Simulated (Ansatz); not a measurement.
## Ba₃Al₃N₅: Quadrupolar parameters

The cell is a computed structure from the Materials Project (it need not be an observed phase), taken as it stands.

Space group P-1 (No. 2); a = 5.9497, b = 7.6352, c = 8.8767 Å, α = 108.79°, β = 100.95°, γ = 96.57°.

| site | Wyckoff | site symmetry | x | y | z |
| --- | --- | --- | --- | --- | --- |
| Ba1 | 2i | 1 | 0.8108 | 0.4271 | 0.6099 |
| Ba3 | 2i | 1 | 0.6661 | 0.8570 | 0.8802 |
| Ba5 | 2i | 1 | 0.6611 | 0.6608 | 0.2159 |
| Al7 | 2i | 1 | 0.9162 | 0.3198 | 0.9772 |
| Al9 | 2i | 1 | 0.6980 | 0.9702 | 0.5798 |
| Al11 | 2i | 1 | 0.0989 | 0.8920 | 0.7076 |
| N13 | 2i | 1 | 0.9359 | 0.1114 | 0.7808 |
| N15 | 2i | 1 | 0.8213 | 0.7444 | 0.5444 |
| N17 | 2i | 1 | 0.7811 | 0.5160 | 0.9219 |
| N19 | 2i | 1 | 0.3694 | 0.9520 | 0.6100 |
| N21 | 2i | 1 | 0.1869 | 0.7821 | 0.8699 |

One atom of each set is listed.

Method: Kohn–Sham DFT in Ansatz, r2SCAN, plane waves and PAW, scalar-relativistic, 500 eV cutoff, Γ-centred 5×4×4 k-points, Fermi–Dirac smearing 0.02 eV.

V_zz is the principal component of the electric field gradient with the largest magnitude, η = (V_xx − V_yy)/V_zz and C_Q = eQV_zz/h.

¹³⁵Ba: I = 3/2, Q = 153.0 mb; Al-27: I = 5/2, Q = 146.6 mb; ¹⁴N: I = 1, Q = 20.44 mb. Q values from Pyykkö, Mol. Phys. 116, 1328 (2018).

```json
{"site": "Ba1", "atoms": "2", "first shell": "6 N at 2.66–3.32 Å; also 5 Al at 3.26–3.57 Å, 4 Ba at 3.47–3.69 Å, 1 N at 3.67 Å", "V_zz (10²¹ V/m²)": "22.5", "η": "0.73", "C_Q (MHz)": "83.3"}
{"site": "Ba3", "atoms": "2", "first shell": "8 N at 2.82–3.38 Å; also 6 Al at 3.09–3.51 Å, 3 Ba at 3.58–3.75 Å", "V_zz (10²¹ V/m²)": "13.94", "η": "0.60", "C_Q (MHz)": "51.6"}
{"site": "Ba5", "atoms": "2", "first shell": "5 N at 2.67–2.91 Å", "V_zz (10²¹ V/m²)": "-23.7", "η": "0.98", "C_Q (MHz)": "-87.7"}
{"site": "Al7", "atoms": "2", "first shell": "4 N at 1.93–1.98 Å", "V_zz (10²¹ V/m²)": "-1.52", "η": "0.35", "C_Q (MHz)": "-5.39"}
{"site": "Al9", "atoms": "2", "first shell": "4 N at 1.91–2.02 Å", "V_zz (10²¹ V/m²)": "1.97", "η": "0.88", "C_Q (MHz)": "6.98"}
{"site": "Al11", "atoms": "2", "first shell": "4 N at 1.91–2.04 Å", "V_zz (10²¹ V/m²)": "-1.67", "η": "0.76", "C_Q (MHz)": "-5.92"}
{"site": "N13", "atoms": "2", "first shell": "3 Al at 1.95–2.02 Å; also 3 Ba at 2.79–3.32 Å", "V_zz (10²¹ V/m²)": "-2.53", "η": "0.65", "C_Q (MHz)": "-1.25"}
{"site": "N15", "atoms": "2", "first shell": "2 Al at 1.91–1.93 Å, angle 88°; also 4 Ba at 2.66–3.17 Å", "V_zz (10²¹ V/m²)": "2.16", "η": "0.32", "C_Q (MHz)": "1.07"}
{"site": "N17", "atoms": "2", "first shell": "2 Al at 1.93–1.94 Å, angle 88°; also 4 Ba at 2.67–2.88 Å", "V_zz (10²¹ V/m²)": "2.02", "η": "0.33", "C_Q (MHz)": "1.000"}
{"site": "N19", "atoms": "2", "first shell": "3 Al at 1.95–2.04 Å; also 3 Ba at 2.86–3.03 Å", "V_zz (10²¹ V/m²)": "1.85", "η": "0.94", "C_Q (MHz)": "0.915"}
{"site": "N21", "atoms": "2", "first shell": "2 Al at 1.91–1.93 Å, angle 146°; also 4 Ba at 2.82–3.23 Å", "V_zz (10²¹ V/m²)": "-1.67", "η": "0.36", "C_Q (MHz)": "-0.826"}
```

Without spin–orbit coupling (the program notes it for Ba) the gradients are little affected as a rule: paired runs on crystals with a gap mostly move them by under 2 % at such atoms. With these PAW files V_zz is typically within 2 to 3 % of all-electron values, but misses above 10 % occur on Al. Where η is near 1 the sign of V_zz means little.
